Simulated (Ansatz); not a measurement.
**Question.** Ru (hcp (Mg type), P6_3/mmc) is relaxed with LDA in the plane-wave PAW code Ansatz. What lattice parameters of the conventional cell result?

**Answer.** a = 2.675 Å, c = 4.226 Å.

Symmetry was held in the LDA relaxation. The run is not spin-polarised. Axis ratios of metals converge slowly with the k-mesh, so a and c are less sure than the volume.

Potentials: the later of the program's two PAW sets.
